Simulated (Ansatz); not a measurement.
LaNbO4 (space group C2/c)

```
CELL_PARAMETERS angstrom
      3.62358    -5.71078     0.00000
      3.62358     5.71078     0.00000
     -3.33040     0.00000     3.93657
ATOMIC_POSITIONS crystal
  La 0.63052 0.36948 0.75000
  La 0.36948 0.63052 0.25000
  Nb 0.10033 0.89967 0.75000
  Nb 0.89967 0.10033 0.25000
  O  0.79639 0.73330 0.30736
  O  0.20361 0.26670 0.69264
  O  0.26670 0.20361 0.19264
  O  0.73330 0.79639 0.80736
  O  0.05567 0.64653 0.83944
  O  0.94433 0.35347 0.16056
  O  0.35347 0.94433 0.66056
  O  0.64653 0.05567 0.33944
```

This relaxed cell (volume V₀) is scaled evenly in all directions, its shape held. The atoms relax within the cell's symmetry.

These are PBEsol (plane waves to 420 eV, PAW, scalar-relativistic; Ansatz, a program for electronic structure) values and carry that method's errors. k mesh 6×6×7 (Γ-centred), Fermi-Dirac smearing 0.05 eV. E stands for the smeared free energy. Compression counts positive. With the shape held, the modulus is that of even scaling; a crystal free to change shape is softer. LaNbO4 is run without spin polarisation. LaNbO4 was relaxed with its symmetry unable to fall. The zero of ΔE is the relaxed starting cell.

```
V (Å³/cell)  ΔE (meV/atom)  P (GPa)
-----------  -------------  -------
146.63                69.3     18.1
149.89                42.5     13.6
153.15                22.9      9.6
156.41                 9.7      6.0
159.66                 2.3      2.8
162.92                 0.0      0.0
166.18                 2.1     -2.5
169.44                 8.2     -4.6
172.70                17.5     -6.4
175.96                29.8     -8.0
179.21                44.5     -9.3
```

Read from the data:

| Quantity | Value |
|---|---|
| Pressure at the smallest volume | 18.1 GPa |
| Energy cost of the largest compression | 69.3 meV/atom |
| Energy cost of the largest expansion | 44.5 meV/atom |
| Bulk modulus at fixed cell shape B₀ (third-order Birch-Murnaghan fit) | 130 GPa |
| Pressure derivative B₀′ (fit) | 5.6 |
| Equilibrium volume of the fit | 13.58 Å³/atom |
| Pressure for 5 % compression (fit) | 7.7 GPa |

(A scan under strain: stresses follow from slopes of the energy per volume, elastic moduli from its curvatures.)
